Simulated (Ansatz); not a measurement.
Relaxed-ion elastic tensor of HfCo7 in space group P4/mmm (No. 123; Hf on 1d, Co on 1b, Co on 4j, Co on 2e) in GPa (Voigt order), plane-wave PAW PBEsol (Ansatz code); density 11.06 g/cm³, 11.09 Å³ per atom.

```
 398   132   193   0.0   0.0   0.0
 132   398   193   0.0   0.0   0.0
 193   193   357   0.0   0.0   0.0
 0.0   0.0   0.0   170   0.0   0.0
 0.0   0.0   0.0   0.0   170   0.0
 0.0   0.0   0.0   0.0   0.0  84.1
```

Question: Is the crystal mechanically stable?

Answer: Yes: the smallest eigenvalue of C is 84.1 GPa.

Question: Work out the Voigt, Reuss and Hill averages.

Answer: K_V = 243, K_R = 243, K_H = 243; G_V = 127, G_R = 114, G_H = 120 GPa.

Question: Give Young's modulus, Poisson's ratio, Pugh's ratio and the universal anisotropy index.

Answer: E = 9KG/(3K + G) = 310 GPa; ν = 0.29; K/G = 2.02 (ductile by the Pugh limit of 1.75); A_U = 5G_V/G_R + K_V/K_R − 6 = 0.58.

Question: Estimate the sound speeds and the Debye temperature.

Answer: v_l = √((K + 4G/3)/ρ) = 6040 m/s, v_t = √(G/ρ) = 3300 m/s, mean 3680 m/s; Θ = (h/k)(3n/4πV)^(1/3) v_m = 491 K.

Question: How much does each axis shrink under pressure?

Answer: Linear compressibilities β_i = Σ_j S_ij (j = 1 to 3): x 1.4, y 1.4, z 1.3 per TPa.

The first step of the workflow began from a Materials Project structure, measured or hypothetical; the Crystallography Open Database copy checked does not list it. Its standing as an ambient phase is unchecked. The PBEsol relaxation kept the symmetry of its start; its stability against distortions is not shown here. No spin polarisation was allowed. The program gave a warning on the electronic state, which may not be the lowest. As this level gives no gap, shear constants depend on the k-mesh and smearing (Fermi–Dirac, 0.1 eV here). On the denser mesh and wider smearing of the elastic run this cell carries a stress of 0.7 GPa. Scalar-relativistic: spin–orbit coupling is off unless named, which matters more the heavier the elements.

Potentials: the later of the program's two PAW sets.
